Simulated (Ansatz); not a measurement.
SrTiO3:
```
CELL_PARAMETERS angstrom
      3.90683     0.00000     0.00000
      0.00000     3.90683     0.00000
      0.00000     0.00000     3.90683
ATOMIC_POSITIONS crystal
  Sr 0.00000 0.00000 0.00000
  Ti 0.50000 0.50000 0.50000
  O  0.00000 0.50000 0.50000
  O  0.50000 0.50000 0.00000
  O  0.50000 0.00000 0.50000
```

Relaxed with r²SCAN. The program Ansatz at the r²SCAN level (PAW) gives a gap of 2.26 eV.

Problem. What gap does HSE06 give on the same cell (Ansatz, PAW)?

Solution. 3.32 eV, 1.06 eV more. The hybrid was solved on a coarser mesh and at special points; its gap is the smallest among all of these.

| k | v1 r²SCAN | c1 r²SCAN | v1 HSE06 | c1 HSE06 |
|---|---|---|---|---|
| Γ | -0.37 | 2.26 | -0.38 | 3.32 |
| R | 0.00 | 4.85 | ___ | ___ |
| M | -0.08 | 4.16 | ___ | ___ |
| X | -0.75 | 2.42 | ___ | ___ |

Problem. Top valence (v1) and lowest conduction level (c1) in eV from each method's valence maximum (which need not be a listed point): supply the withheld HSE06 values.

Solution. 
- M, v1 HSE06: -0.09
- M, c1 HSE06: 5.45
- R, v1 HSE06: 0.00
- R, c1 HSE06: 6.25
- X, v1 HSE06: -0.79
- X, c1 HSE06: 3.50

Cost on shared cores: the r²SCAN run (SCF on a 7×7×7 mesh, then bands and DOS) about 29 core-seconds (a rough figure), the HSE06 run (SCF on 4×4×4, then a few points) very roughly 50 core-seconds; the tasks are unlike.

Space group Pm-3m (cubic perovskite). The r²SCAN relaxation kept the symmetry of its start. At this level the phase is dynamically unstable (imaginary phonons). The run is not spin-polarised. Spin–orbit coupling is left out wherever it is not named.

Potentials: the later of the program's two PAW sets.
